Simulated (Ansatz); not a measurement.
SnC:
```
SnC
1.0
    3.05664     0.00000     0.00000
    0.00000     3.05664     0.00000
    0.00000     0.00000     3.05664
Sn C
1 1
Direct
  0.00000   0.00000   0.00000
  0.50000   0.50000   0.50000
```

Relaxed with PBEsol. Special points in fractions of this cell's reciprocal vectors: Γ (0.000, 0.000, 0.000); X (0.000, 0.500, 0.000); M (0.500, 0.500, 0.000); R (0.500, 0.500, 0.500).

Question: List the band energies nearest the Fermi level at these points for plane-wave PAW PBEsol with spin–orbit coupling (Ansatz code).

Answer: In eV from the Fermi level; about four levels below and three above (degenerate sets whole), none deeper than 8.9 eV; … stands for higher levels left out; points with the same levels are listed once.

```tsv
k	below	above
Γ	-0.88 -0.88 -0.88 -0.88	7.16 7.16 7.16 7.16
X	–	0.82 0.82 0.84 0.84
M	-5.64 -5.64 -5.03 -5.03	1.15 1.15 6.16 6.16
R	-0.44 -0.44 -0.44 -0.44	…
```

Space group Pm-3m (CsCl type). The cell is a constructed one: a structure type filled with these elements; neither database checked (COD, Materials Project) lists it. Its standing as an ambient phase is unchecked. The PBEsol relaxation kept the symmetry of its start. At this level the phase is dynamically unstable (imaginary phonons).

Potentials: the later of the program's two PAW sets.
